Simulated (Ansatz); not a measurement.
GdZn₃ (AuCu3-type structure)

Level of theory: DFT, PBE+U (U_eff = 6 eV on Gd 4f), scalar-relativistic, collinear spin; plane waves to 420 eV with PAW datasets (Ansatz 0.2.0), 8×8×4 k-mesh, Gaussian smearing of 0.05 eV; PAW files: Ansatz's generated set soft_2.

```cif
data_structure
_symmetry_space_group_name_H-M 'P 1'
_symmetry_Int_Tables_number 1
_cell_length_a 6.0932
_cell_length_b 6.0932
_cell_length_c 8.6171
_cell_angle_alpha 45.000
_cell_angle_beta 45.000
_cell_angle_gamma 60.000
_cell_volume 159.97
loop_
_atom_site_label
_atom_site_type_symbol
_atom_site_fract_x
_atom_site_fract_y
_atom_site_fract_z
_atom_site_occupancy
Gd1 Gd 0.00000 0.00000 0.00000 1
Zn1 Zn 0.00000 0.50000 0.00000 1
Zn2 Zn 0.50000 0.50000 0.50000 1
Zn3 Zn 0.50000 0.00000 0.00000 1
Gd2 Gd 0.00000 0.00000 0.50000 1
Zn4 Zn 0.00000 0.50000 0.50000 1
Zn5 Zn 0.50000 0.50000 0.00000 1
Zn6 Zn 0.50000 0.00000 0.50000 1
```

The start was a prototype's sites filled with these elements, not a measured cell.

Magnetic state: antiferromagnetic, site spin moments Gd 7.32, -7.32 μB.

The geometry was relaxed with PBE+U and stays fixed; the gap of the first row includes a band path, the others are on their meshes. A negative pressure means that the level wants a smaller cell.

```tsv
level	k-mesh	gap (eV)	P (GPa)	largest spin moment (μB)	f electrons (Löwdin)
PBE+U (U_eff = 6 eV on Gd 4f)	8×8×4	metal	0.0	7.32	7.01
PBE+U (U_eff = 7 eV on Gd 4f)	8×8×4	metal	0.0	7.32	7.01
```

Q: And under PBE+U (U_eff = 2 eV on Gd 4f) (8×8×4): gap, the largest spin moment, pressure?

A: Gap zero (metallic), pressure -0.1 GPa, largest spin moment 7.29 μB.

Q: What do the gap, the largest spin moment and the pressure become under PBE+U (U_eff = 1 eV on Gd 4f) (8×8×4)?

A: Gap zero (metallic), pressure -0.2 GPa, largest spin moment 7.26 μB.

**Reading the ladder.**

From U = 1 to 7 eV on Gd the pressure goes from -0.2 to 0.0 GPa, the crystal stays metallic, and the largest spin moment goes from 7.26 to 7.32 μB.

No row holds spin–orbit coupling, which matters for elements this heavy.

The run wasn't fully tested for a lower electronic state.

Pressures are a third of the stress tensor's trace.
